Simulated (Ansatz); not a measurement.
Sn, DFT, PBEsol, all-electron PAW with datasets made for the crystal, scalar-relativistic (Ansatz 0.2.0), run on 1 thread of Arm Neoverse V2 on a shared host.

The cell is COD entry 9008568, as deposited and not checked against the literature; nothing was relaxed. The listed cell was then made from it by scaling, straining or moving an atom.

Command: `ansatz run input.yaml --threads 1 --pin off --max-ram 3072MiB --backend cpu --events-out ev --progress --plain --runs-dir out`

```yaml
crystal:
  lattice:
    - [0.0, 3.3092553764, 3.3092553764]
    - [3.3092553764, 0.0, 3.3092553764]
    - [3.3092553764, 3.3092553764, 0.0]
  atoms:
    - { symbol: Sn, position: [0.5, 0.5, 0.5] }
    - { symbol: Sn, position: [0.75, 0.75, 0.75] }
kpoints:
  mp_grid: { grid: [11, 11, 11] }
scf:
  occupations: { method: fermi_dirac, width: 0.05 }
hamiltonian:
  xc: pbesol
  pseudopotentials: { kind: all_electron, datasets: crystal }
output:
  forces: true
  stress: true
  eigenvalues: true
  efg: { contact_densities: true }
```

Q: How large is the problem that the program sets up?

A: 56 irreducible k-points, 609 plane waves at Γ, 19 bands.

Q: About how long does it take, and how much memory does it use?

A: 7.1 s of wall time for 9 SCF iterations, with a peak of 0.4 GiB. Times on shared machines scatter by tens of per cent.

Q: And the same cell and mesh by PAW with the default files, asked for forces, stress, eigenvalues, efg, on the same hardware?

A: 4.5 s, peak memory 0.38 GiB.
